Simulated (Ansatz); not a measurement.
Input file for Ansatz (a program for electronic structure):

Ansatz 0.2 input:
```yaml
crystal:
  lattice:
    - [0.0, 3.0539087588, 3.0539087588]
    - [3.0539087588, 0.0, 3.0539087588]
    - [3.0539087588, 3.0539087588, 0.0]
  atoms:
    - { symbol: In, position: [0.25, 0.25, 0.25] }
    - { symbol: As, position: [0.0, 0.0, 0.0] }
kpoints:
  mp_grid: { grid: [6, 6, 6] }
hamiltonian:
  xc: r2scan
  pseudopotentials: { azcp: { folder: ./paw }, kind: paw_fr }
magnetization: { noncollinear: true, spin_orbit: true }
scf:
  occupations: { method: gaussian, width: 0.01 }
output: { topological_invariants: true }
```

Output (shortened):

```
Pseudopotential: In, paw, valence charge 13
Pseudopotential: As, paw, valence charge 15
Functional definition: r2SCAN
non-collinear run that drives no moment, with spin-orbit …
Crystal: 2 atoms, lattice volume = 56.964 Å³
Basis set: ecut = 500 eV, 1459 PW (Γ), exchange–correlation on 128×128×128 points (64 copies of the dense FFT grid, shifted against one another)
Bands: 42, of which v1, the nominal top of the filled ones, is band 28 counted from 1 (27 counted from 0)
Symmetry: 24 space group operations + 24 with time reversal
k-points: 16 of 216 (time reversal used)
Projection manifold: j_resolved (fully-relativistic pseudo-atomic orbitals)
iter 1 solved again at ethr=1.66e-3 eV; its pass at ethr=3.10e-3 eV (dr2=4.64e-1 eV) is discarded
SCF iter   1: F=—  HF=-10464.595600 eV  |F-HF|=—  |Δ(HF+E_count)|=         —  Δρ=3.20e-2  dr2=4.68e-1  dr2_τ=2.68e-3  dr2_m=0.00e0 (ungated)  ethr=1.66e-3  |M|=0.00e0 ∫|m|=0.00e0 μB  |m|>n=0.0e0 m-floor=0.0e0 τ_xc=0.0e0  β_m=0.30  ⟨swp⟩=2.6  Hψ=4255  notcnv=0
preconditioner: auto → Kerker (q_TF=auto, 2.424 Å⁻¹)
spin=Noncollinear: Kerker preconditioning applied to the charge; magnetization (m_x, m_y, m_z) channels mix plain (no charge-response kernel on spin).
SCF iter   2: F=—  HF=-10464.610138 eV  |F-HF|=—  |Δ(HF+E_count)|=   1.45e-2  Δρ=2.51e-2  dr2=3.03e-1  dr2_τ=4.38e-4  dr2_m=0.00e0 (ungated)  ethr=1.66e-3  |M|=0.00e0 ∫|m|=0.00e0 μB  |m|>n=0.0e0 m-floor=0.0e0 τ_xc=0.0e0  β_m=0.65  ⟨swp⟩=2.1  Hψ=896  notcnv=0
SCF iter   3: F=—  HF=-10464.604428 eV  |F-HF|=—  |Δ(HF+E_count)|=   5.71e-3  Δρ=4.22e-3  dr2=1.93e-2  dr2_τ=4.18e-5  dr2_m=0.00e0 (ungated)  ethr=1.08e-3  |M|=0.00e0 ∫|m|=0.00e0 μB  |m|>n=0.0e0 m-floor=0.0e0 τ_xc=0.0e0  β_m=0.67  ⟨swp⟩=3.5  Hψ=1079  notcnv=0
SCF iter   4: F=—  HF=-10464.603936 eV  |F-HF|=—  |Δ(HF+E_count)|=   4.92e-4  Δρ=2.71e-3  dr2=7.58e-3  dr2_τ=9.95e-6  dr2_m=0.00e0 (ungated)  ethr=6.88e-5  |M|=0.00e0 ∫|m|=0.00e0 μB  |m|>n=0.0e0 m-floor=0.0e0 τ_xc=0.0e0  β_m=0.83  ⟨swp⟩=2.7  Hψ=1394  notcnv=0  defer=10
SCF iter   5: F=—  HF=-10464.604621 eV  |F-HF|=—  |Δ(HF+E_count)|=   6.84e-4  Δρ=6.63e-4  dr2=4.22e-4  dr2_τ=2.99e-6  dr2_m=0.00e0 (ungated)  ethr=2.71e-5  |M|=0.00e0 ∫|m|=0.00e0 μB  |m|>n=0.0e0 m-floor=0.0e0 τ_xc=0.0e0  β_m=0.92  ⟨swp⟩=3.6  Hψ=1245  notcnv=0  defer=10
SCF iter   6: F=—  HF=-10464.604696 eV  |F-HF|=—  |Δ(HF+E_count)|=   7.57e-5  Δρ=3.20e-4  dr2=7.57e-5  dr2_τ=1.59e-7  dr2_m=0.00e0 (ungated)  ethr=1.51e-6  |M|=0.00e0 ∫|m|=0.00e0 μB  |m|>n=0.0e0 m-floor=0.0e0 τ_xc=0.0e0  β_m=0.96  ⟨swp⟩=3.1  Hψ=1307  notcnv=0  defer=10
SCF iter   7: F=—  HF=-10464.604749 eV  |F-HF|=—  |Δ(HF+E_count)|=   5.23e-5  Δρ=6.79e-5  dr2=2.07e-6  dr2_τ=1.21e-8  dr2_m=0.00e0 (ungated)  ethr=2.70e-7  |M|=0.00e0 ∫|m|=0.00e0 μB  |m|>n=0.0e0 m-floor=0.0e0 τ_xc=0.0e0  β_m=0.96  ⟨swp⟩=2.1  Hψ=1105  notcnv=0  defer=10
SCF iter   8: F=—  HF=-10464.604750 eV  |F-HF|=—  |Δ(HF+E_count)|=   1.78e-6  Δρ=1.93e-5  dr2=2.61e-7  dr2_τ=1.26e-9  dr2_m=0.00e0 (ungated)  ethr=7.40e-9  |M|=0.00e0 ∫|m|=0.00e0 μB  |m|>n=0.0e0 m-floor=0.0e0 τ_xc=0.0e0  β_m=0.98  ⟨swp⟩=2.0  Hψ=1039  notcnv=0  defer=10
SCF iter   9: F=-10464.604751 eV  HF=-10464.604751 eV  |F-HF|=1.44e-8  |Δ(HF+E_count)|=   1.90e-7  Δρ=5.87e-6  dr2=2.50e-8  dr2_τ=5.01e-11  dr2_m=0.00e0 (ungated)  ethr=3.57e-10  |M|=0.00e0 ∫|m|=0.00e0 μB  |m|>n=0.0e0 m-floor=0.0e0 τ_xc=0.0e0  ⟨swp⟩=5.0  Hψ=2174  notcnv=0
Converged-ψ floor refinement (derivative, response, wavefunction or occupation consumer): ⟨swp⟩=7.9  Hψ=5281  notcnv=0
SCF 1 converged in 9 iterations: F = -10464.604751 eV  dr2 = 2.50e-8
NSCF: frozen V_eff on 28 k-points
SCF converged after 9 iterations
Magnetization: |M| = 0.0000 μB,  M = (+0.0000, +0.0000, +0.0000) μB
Absolute magnetization: 0.0000 μB (∫|m|)
  site 0: m = (+0.0000, +0.0000, +0.0000) μB, |m| = 0.0000 μB  (R = 1.09 Å)
  site 1: m = (+0.0000, +0.0000, +0.0000) μB, |m| = 0.0000 μB  (R = 1.09 Å)
Free energy (F): -10464.604751 eV
Harris-Foulkes:  -10464.604751 eV  (|F-HF|=1.44e-8)
Internal energy: -10464.604698 eV  (E = F + TS)
E sigma→0 (E₀):  -10464.604724 eV
Entropy (-TS):   -0.000052 eV (-0.026 meV/atom)
Fermi energy:    7.162503 eV
--- Per-component energies (eV) ---
  E_band       = -344.513047
  E_kinetic    = 315.889654
  E_local      = -3520.029690  (includes V_loc(G=0)·N_el)
  E_nonlocal   = -65.183045
  E_hartree    = 1749.479120
  E_xc         = -197.353711
  E_vxc        = -172.512037  (∫ρ·V_xc dr)
  E_paw        = -6248.864583  (= ΣΔE_a)
  E_vpaw       = -412.281177  (= ΣTr[D̂ρ^β])
  E_aug_tail   = -0.000050  (compensation charges beyond the density's cutoff)
  E_vtau       = 10.640738  (kinetic-family band-sum trace: ∫τ·v_τ [+ j·A + Jᵃ·Aᵃ] dr)
  E_ewald      = -2498.076808
  E_core_change = -0.465586  (= ΣΔE_core)
  E_smearing   = -0.000052  (= −TS)
  E_closure    =  0.000000  (closes the sum)
  Σ components = -10464.604751   (vs F -10464.604751, Δ=0.00e0)
  [band-id]    e_kinetic+e_local+e_nonlocal+2·e_hartree+e_vxc+e_vpaw+e_augmentation_tail+e_vtau = -344.517368   (vs E_band -344.513047, Δ=-4.32e-3)
--- Band table (eV; the first three rows and the last of 16) ---
  k-point 0: bands = ["-28.9542", "-28.9542", "-28.9542", "-28.9542", "-28.2284", "-28.2284", "-28.2228", "-28.2228", "-28.2228", "-28.2228", "-8.2237", "-8.2237", "-8.2237", "-8.2237", "-7.4280", "-7.4280", "-7.3418", "-7.3418", "-7.3418", "-7.3418", …
  k-point 1: bands = ["-28.9542", "-28.9541", "-28.9541", "-28.9541", "-28.2283", "-28.2283", "-28.2228", "-28.2228", "-28.2228", "-28.2227", "-8.2300", "-8.2300", "-8.2258", "-8.2172", "-7.4339", "-7.4339", "-7.3536", "-7.3536", "-7.3391", "-7.3287", …
  k-point 2: bands = ["-28.9542", "-28.9541", "-28.9540", "-28.9540", "-28.2282", "-28.2282", "-28.2229", "-28.2229", "-28.2227", "-28.2225", "-8.2440", "-8.2440", "-8.2219", "-8.2134", "-7.4437", "-7.4437", "-7.3711", "-7.3711", "-7.3228", "-7.3125", …
  k-point 15: bands = ["-28.9541", "-28.9540", "-28.9540", "-28.9539", "-28.2281", "-28.2281", "-28.2228", "-28.2226", "-28.2226", "-28.2226", "-8.3095", "-8.2503", "-8.1923", "-8.1814", "-7.5317", "-7.4107", "-7.3471", "-7.3407", "-7.3229", "-7.3092", …
--- Topological invariants of the lowest 28 bands, as many as the electrons (of this functional, at the state reached) ---
  no Z2 indices: the filled and the empty bands touch
  bands 28 and 29 are not found separated in these cells of the mesh, within one of each symmetry-equivalent set of those that the search began with, …
    smallest gap kept 0 eV, known to 7.1e-4 eV, at k = (0.0000, 0.0000, 1.0000) in reciprocal vectors, cells: 2
  smallest direct gap kept (no minimum is searched for): 0 eV, known to 7.1e-4 eV, at k = (0.0000, 0.0000, 0.0000) in reciprocal vectors
  plane       ν
  k1 = 0      –   in a cell that reaches it, or an image of one, bands 28 and 29 touch …
  k1 = 1/2    0
  k2 = 0      –   in a cell that reaches it, or an image of one, bands 28 and 29 touch …
  k2 = 1/2    0
  k3 = 0      –   in a cell that reaches it, or an image of one, bands 28 and 29 touch …
  k3 = 1/2    0
```

Cost: about 90 core-seconds (a rough figure) on shared cores.

Space group F-43m (zinc blende). Symmetry was held in the r²SCAN relaxation; phonons on a q-mesh show no instability.

Potentials: the earlier of the program's two PAW sets.

Ansatz is a plane-wave DFT program.
